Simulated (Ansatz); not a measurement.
Total density of states per atom from r²SCAN in the plane-wave PAW code Ansatz, in 0.25 eV bins, energy from the valence-band maximum:

(E (eV), states/eV/atom): (-7.85, 0.00); (-7.60, 0.00); (-7.35, 0.00); (-7.10, 0.00); (-6.85, 0.00); (-6.60, 0.00); (-6.35, 0.00); (-6.10, 0.00); (-5.85, 0.00); (-5.60, 0.00); (-5.35, 0.00); (-5.10, 0.03); (-4.85, 1.18); (-4.60, 0.43); (-4.35, 0.23); (-4.10, 0.13); (-3.85, 0.00); (-3.60, 0.00); (-3.35, 0.02); (-3.10, 0.21); (-2.85, 0.37); (-2.60, 0.49); (-2.35, 0.47); (-2.10, 0.67); (-1.85, 0.90); (-1.60, 0.99); (-1.35, 0.91); (-1.10, 0.68); (-0.85, 0.30); (-0.60, 0.90); (-0.35, 1.82); (-0.10, 1.28); (0.15, 0.00); (0.40, 0.00); (0.65, 0.00); (0.90, 0.00); (1.15, 0.00); (1.40, 0.00); (1.65, 0.02); (1.90, 0.03); (2.15, 0.05); (2.40, 0.08); (2.65, 0.09); (2.90, 0.11); (3.15, 0.12); (3.40, 0.15); (3.65, 0.20); (3.90, 0.30); (4.15, 0.50); (4.40, 0.32); (4.65, 0.03); (4.90, 0.00); (5.15, 0.01); (5.40, 0.02); (5.65, 0.04); (5.90, 0.09); (6.15, 0.22)

Question: Pick the material that matches.
A) TiO, P-62m (Ti on 2d, Ti on 1a, O on 3f)
B) MoS2, R-3m (Mo on 3a, S on 6c)
C) KTlO2, R-3m (K on 3b, Tl on 3a, O on 6c)
D) SnO, P-6m2 (Sn on 1a, O on 1f)

Answer: C, KTlO2, R-3m (K on 3b, Tl on 3a, O on 6c). Top 1 eV of the valence band: O 2p 91 %. Bottom 1 eV of the conduction band: O 2p 42 %, Tl 6s 24 %, K 4s 18 %, O 2s 12 %. Projections are on Löwdin-orthogonalised atomic valence shells; empty p or d shells of many metals are not among them.

The workflow started from a Materials Project entry (that database holds measured and hypothetical structures alike); the Crystallography Open Database copy checked does not list it. Its standing as an ambient phase is unchecked. The cell was relaxed with r²SCAN under the symmetry of its start; its stability against distortions is not shown here. Scalar-relativistic: spin–orbit coupling is off unless named, which matters more the heavier the elements.

Potentials: the later of the program's two PAW sets.
